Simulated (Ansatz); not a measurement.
The elements of this relaxed trial crystal are hidden behind letters.

```
lattice vectors (Å)
   0.0000    4.9587    4.9587
   4.9587    0.0000    4.9587
   4.9587    4.9587    0.0000
fractional positions
X 0.0000 0.0000 0.0000
Z 0.7500 0.7500 0.7500
Z 0.2500 0.2500 0.2500
Q 0.5000 0.0000 0.0000
Q 0.0000 0.5000 0.5000
Q 0.0000 0.5000 0.0000
Q 0.5000 0.0000 0.5000
Q 0.0000 0.0000 0.5000
Q 0.5000 0.5000 0.0000
```

Level of theory: Ansatz 0.2.0, DFT PBE, scalar-relativistic, plane waves, PAW. Cutoff 420 eV, Γ-centred 8×8×8 mesh (9-atom cell), Gaussian smearing of 0.10 eV, no spin polarisation.

- Space group: Fm-3m (No. 225)
- Conventional cell: a = 9.917 Å
- Volume per atom: 27.09 Å³
- Density: 5.90 g/cm³
- Formation energy: +0.14 eV/atom
- Gap on the 8×8×8 mesh of the 9-atom cell: 0 eV (a metal)

Energies are uncorrected and count from the elements' standard states at the same level.

**Question.** X is an s-block element of period 3, Z is a d-block element of period 6 and Q is a p-block element of period 4. Which elements are they?

**Answer.** X = Mg, Z = W, Q = Se, so the formula is MgW2Se6. Density times volume gives a mean mass of 5.90 × 27.09/1.6605 = 96.3 u per atom, and this set has 96.2 u. Mg is surrounded by 12 Se at 3.51 Å; around W lie 6 Se at 2.48 Å; Se is surrounded by 2 W at 2.48 Å, 2 Mg at 3.51 Å and 8 Se at 3.51 Å. Other sets within the hints have nearly the same mass, so mass alone doesn't settle it; this one was computed.

Spin–orbit coupling, which can matter for W, is left out. A structure relaxed within its symmetry needn't be a true minimum.
